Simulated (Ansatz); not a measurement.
Sn (beta-Sn type, space group I4_1/amd)

Space group I4₁/amd, origin choice 1 (No. 141); a = 5.947 Å, b = 5.947 Å, c = 3.212 Å, α = 90.00°, β = 90.00°, γ = 90.00°

| atom | site | symmetry | x | y | z |
|---|---|---|---|---|---|
| Sn | 4a | -4m2 | 0.0000 | 0.0000 | 0.0000 |
(The calculation used a cell of 2 atoms; values per cell refer to that cell.)

Equation-of-state scan: isotropic scaling of the cell above, V₀ being its volume. Symmetry pins the atoms to their sites.

All values below come from PBE (plane waves to 420 eV, PAW, scalar-relativistic; Ansatz, a quantum-chemistry and plane-wave program). k mesh 16×16×16 (Γ-centred), Fermi-Dirac smearing 0.05 eV. E stands for the smeared free energy. Stress and pressure are positive under compression. Sn was relaxed with its symmetry unable to fall. ΔE is measured from the relaxed starting cell.

Q: Predict the ΔE (kJ/mol of atoms) and P (GPa) at V/V₀ = 0.880, 0.960, 1.040, 1.080, 1.120, 1.160.

A: 
```
V/V₀   ΔE (kJ/mol of atoms)  P (GPa)
-----  --------------------  -------
0.880                   7.5      8.3
0.960                   0.7      2.1
1.040                   0.6     -1.7
1.080                   2.2     -3.0
1.120                   4.7     -4.1
1.160                   7.8     -4.9
```

(Under strain, the slope of the energy per volume gives the stress and its curvature an elastic modulus.)
